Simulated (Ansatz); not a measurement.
HfO2:
```xyz
24
Lattice="5.0636 0.0000 0.0000 0.0000 10.0126 0.0000 0.0000 0.0000 5.2301" Properties=species:S:1:pos:R:3 pbc="T T T"
Hf     3.8213     1.1565     2.4317
Hf     1.2423     8.8561     2.7983
Hf     3.7741     8.8561     5.0468
Hf     1.2895     1.1565     0.1833
Hf     1.2895     3.8498     2.7983
Hf     3.7741     6.1628     2.4317
Hf     1.2423     6.1628     0.1833
Hf     3.8213     3.8498     5.0468
O      5.0516     4.7771     1.3677
O      0.0119     5.2354     3.8624
O      2.5437     5.2354     3.9827
O      2.5198     4.7771     1.2474
O      2.5198     0.2292     3.8624
O      2.5437     9.7834     1.3677
O      0.0119     9.7834     1.2474
O      5.0516     0.2292     3.9827
O      3.1773     2.9020     3.2730
O      1.8862     7.1105     1.9571
O      4.4180     7.1105     0.6579
O      0.6455     2.9020     4.5722
O      0.6455     2.1042     1.9571
O      4.4180     7.9083     3.2730
O      1.8862     7.9083     4.5722
O      3.1773     2.1042     0.6579
```

Relaxed with r²SCAN.

Give the Bader charges and basin volumes of the independent atoms, r²SCAN (plane waves, PAW; program Ansatz).



| atom | Bader charge (e) | Bader volume (Å³) |
|---|---|---|
| Hf1 | +2.74 | 9.7 |
| O9 | -1.37 | 11.1 |
| O17 | -1.36 | 12.3 |

Space group Pbca. The first step of the workflow began from a Materials Project structure, measured or hypothetical; the Crystallography Open Database files this formula in space group No. 61, but the cells were not matched. It is not the phase usual at ambient conditions (space group No. 14, 29). The cell was relaxed with r²SCAN under the symmetry of its start; whether a distortion lowers the energy is not shown. No spin polarisation was allowed. Spin–orbit coupling is left out wherever it is not named.

Potentials: the earlier of the program's two PAW sets. The files were generated under PBE; for other functionals the program regenerates the frozen cores, and for LDA and PBEsol the local potential too.
